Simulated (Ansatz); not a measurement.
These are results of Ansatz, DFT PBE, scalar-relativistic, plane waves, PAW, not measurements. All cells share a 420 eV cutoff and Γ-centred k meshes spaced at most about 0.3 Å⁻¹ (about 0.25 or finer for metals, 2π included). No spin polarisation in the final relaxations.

All energies are static (0 K, no zero-point motion).

Two forms of Si3Te were relaxed alike.

A.

```
Si Te
1.0
     0.00000    3.34094    3.34094
     3.34094    0.00000    3.34094
     3.34094    3.34094    0.00000
Si Te
3 1
Direct
  0.50000 0.50000 0.50000
  0.25000 0.25000 0.25000
  0.75000 0.75000 0.75000
  0.00000 0.00000 0.00000
```

B.

```
Si Te
1.0
     4.24384    0.00000    0.00000
     0.00000    4.24384    0.00000
     0.00000    0.00000    4.24384
Si Te
3 1
Cartesian
  0.0000 2.1219 2.1219
  2.1219 0.0000 2.1219
  2.1219 2.1219 0.0000
  0.0000 0.0000 0.0000
```

Question: Which would you expect to be lower, and how large is the difference?

Answer: A is lower, by 62 meV/atom. A has the BiF3 (D0_3) type, space group Fm-3m (No. 225), 18.6 Å³/atom and no gap on its mesh; B has the Cu3Au (L1_2) type, space group Pm-3m (No. 221), 19.1 Å³/atom and no gap. Counting Si atoms around Te (those within 1.25 times the shortest such distance or 1.15 times the sum of covalent radii; a plus sign parts nearer from farther groups; the shortest distance is added where it is long for a bond), A has Te 8+6 and B has Te 12 from 3.0 Å. Even the lower one lies +0.71 eV/atom against the reference forms of the elements (uncorrected), so neither is stable at this level. In A, Si on a site of symmetry m-3m has 8 Si at 2.89 Å and 6 Te at 3.34 Å; around Si on a site of symmetry -43m lie 4 Si at 2.89 Å, 4 Te at 2.89 Å and 6 Si at 3.34 Å; Te is surrounded by 8 Si at 2.89 Å and 6 Si at 3.34 Å. In B, Si has 4 Te at 3.00 Å and 8 Si at 3.00 Å; around Te lie 12 Si at 3.00 Å. Both come from invented guesses. A third cell relaxed alike, in P6_3/mmc, lies 0.30 eV/atom below the lower of the two.

These runs have no spin–orbit coupling, which can matter for Te. Cells relaxed within their symmetry can be saddle points.
